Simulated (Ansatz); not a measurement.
## How much do the gradients of SiO2 with Nb replacing Si depend on the method?

Cell: a supercell of SiO2 (quartz type, P3_121) built from a COD entry, with the ions relaxed around the defect (PBE).

```xyz
36
Lattice="-7.3737 4.2572 5.4091 7.3737 -4.2572 5.4091 2.4579 4.2572 -5.4091" Properties=species:S:1:pos:R:3 pbc="T T T"
Nb    2.7581   -0.0083    1.8173
Si    2.6646    0.0419    7.2377
Si    0.1675    4.2069    1.8022
Si    7.4965   -0.0167    1.7372
Si   -1.2780    2.1608    3.5028
Si    5.9429   -1.9487    3.5534
Si    3.4975    2.2928   -1.7149
Si    3.7219    2.3846    3.8013
Si    0.9895    1.9561   -0.0318
Si    1.1424    1.9441    5.3705
Si   -1.1424    6.2365   -0.0171
Si    5.9999    2.0304   -0.0129
O    -0.3170    1.6581    4.7151
O    -0.5336    1.8604   -0.5766
O     4.4500    1.7829   -0.4790
O    -2.7491    6.3168   -0.2846
O     1.1062    3.0232    1.2023
O     1.0174    3.0377    6.5523
O    -3.2371    3.1816    6.4184
O     3.6129   -1.1071    6.5800
O    -0.7942    3.6137    2.9704
O     6.5282   -0.5722    2.9251
O     1.5237   -0.4973    3.1949
O     1.7275   -0.5217    8.4434
O     1.4736    0.4930    0.4774
O     1.7071    0.5811    6.0394
O    -0.7628    4.7849    0.5955
O     6.5939    0.6357    0.5534
O     2.1593    2.5196    4.2324
O     1.9587    2.4522   -1.2366
O     4.4103   -1.7327    4.0931
O    -2.8152    2.2789    4.0073
O     3.9239    1.1159    2.8142
O    -3.7756    5.4744    2.4654
O    -1.3694    1.1281    7.8394
O    -1.2672    1.0703    2.3045
```

Atoms are numbered from 1 in the order listed; like atoms form one site, named after its first atom.

First run. Computed with Ansatz: DFT, PBE, plane waves and PAW, scalar-relativistic, collinear spin, 420 eV cutoff, Γ-centred 3×3×4 k-points, Fermi–Dirac smearing 0.01 eV. Start moments as typed (μB): 1 on each Nb, none on the rest.

```json
{"site": "Nb", "atom": "1", "V_zz (10²¹ V/m²)": "-5.37", "η": "0.86", "m (μB)": "0.37"}
{"site": "Si2", "atom": "2", "V_zz (10²¹ V/m²)": "-0.89", "η": "0.95", "m (μB)": "0.00"}
{"site": "Si4", "atom": "4", "V_zz (10²¹ V/m²)": "-0.53", "η": "0.22", "m (μB)": "0.00"}
{"site": "Si8", "atom": "8", "V_zz (10²¹ V/m²)": "-0.47", "η": "0.62", "m (μB)": "0.00"}
{"site": "Si9", "atom": "9", "V_zz (10²¹ V/m²)": "-0.94", "η": "0.05", "m (μB)": "0.00"}
{"site": "O13", "atom": "13", "V_zz (10²¹ V/m²)": "9.37", "η": "0.27", "m (μB)": "0.00"}
{"site": "O18", "atom": "18", "V_zz (10²¹ V/m²)": "9.22", "η": "0.25", "m (μB)": "0.00"}
{"site": "O21", "atom": "21", "V_zz (10²¹ V/m²)": "8.99", "η": "0.31", "m (μB)": "0.00"}
{"site": "O22", "atom": "22", "V_zz (10²¹ V/m²)": "9.85", "η": "0.21", "m (μB)": "0.00"}
{"site": "O23", "atom": "23", "V_zz (10²¹ V/m²)": "4.98", "η": "0.33", "m (μB)": "0.01"}
{"site": "O25", "atom": "25", "V_zz (10²¹ V/m²)": "5.00", "η": "0.20", "m (μB)": "0.01"}
{"site": "O26", "atom": "26", "V_zz (10²¹ V/m²)": "9.44", "η": "0.25", "m (μB)": "0.00"}
{"site": "O30", "atom": "30", "V_zz (10²¹ V/m²)": "8.92", "η": "0.34", "m (μB)": "0.00"}
{"site": "O36", "atom": "36", "V_zz (10²¹ V/m²)": "8.85", "η": "0.31", "m (μB)": "0.00"}
```

Second run. The same atoms and settings, except that the functional is r2SCAN and the cutoff is 500 eV.

Question: What does the second run give?

Answer: 

| site | atom | V_zz | η | change of V_zz | m (μB) |
| --- | --- | --- | --- | --- | --- |
| Nb | 1 | -5.76 | 0.91 | -0.39 | 0.38 |
| Si2 | 2 | -0.89 | 0.88 | 0.00 | 0.00 |
| Si4 | 4 | -0.51 | 0.26 | +0.02 | 0.00 |
| Si8 | 8 | -0.45 | 0.71 | +0.02 | 0.00 |
| Si9 | 9 | -0.94 | 0.05 | 0.00 | 0.00 |
| O13 | 13 | 9.23 | 0.27 | -0.14 | 0.00 |
| O18 | 18 | 9.08 | 0.25 | -0.14 | 0.00 |
| O21 | 21 | 8.86 | 0.31 | -0.13 | 0.00 |
| O22 | 22 | 9.76 | 0.21 | -0.09 | 0.00 |
| O23 | 23 | 4.92 | 0.34 | -0.06 | 0.01 |
| O25 | 25 | 4.93 | 0.20 | -0.07 | 0.01 |
| O26 | 26 | 9.31 | 0.25 | -0.13 | 0.00 |
| O30 | 30 | 8.80 | 0.34 | -0.12 | 0.00 |
| O36 | 36 | 8.74 | 0.31 | -0.11 | 0.00 |

The largest change of V_zz is on Nb, from -5.37 to -5.76. In per cent, |V_zz| changes by +7 on Nb, -5 to 0 on Si, -2 to -1 on O (all sites that start above 0.5). The table leaves out 22 of the 36 sites, with |V_zz| up to 9.66; their tensors move by 0.14 at most along any direction. The statements above cover all sites.

The defect repeats with the cell of 36 atoms, so it feels its images: sites between two images don't show the values beside a lone defect, and zeros or small values of η there can come from the images' arrangement. O and Si carry a gradient in the pure host already, so the values there aren't the defect's effect alone. The run lost most of its start moments on Nb; a state with other moments may lie lower.
For the first run: The centre was started off its lattice site, so that it could distort. Without spin–orbit coupling (the program notes it for Nb) the gradients can shift somewhat, as the gap is small. With a gap of 1.0 eV on this mesh, small gradients can still move by 0.1 × 10²¹ V/m² or more as the k-mesh gets denser.
For the second run: The program didn't check the stability of this electronic state in full, so a lower one may lie near. Without spin–orbit coupling (the program notes it for Nb) the gradients are little affected as a rule: paired runs on crystals with a gap mostly move them by under 2 % at such atoms.
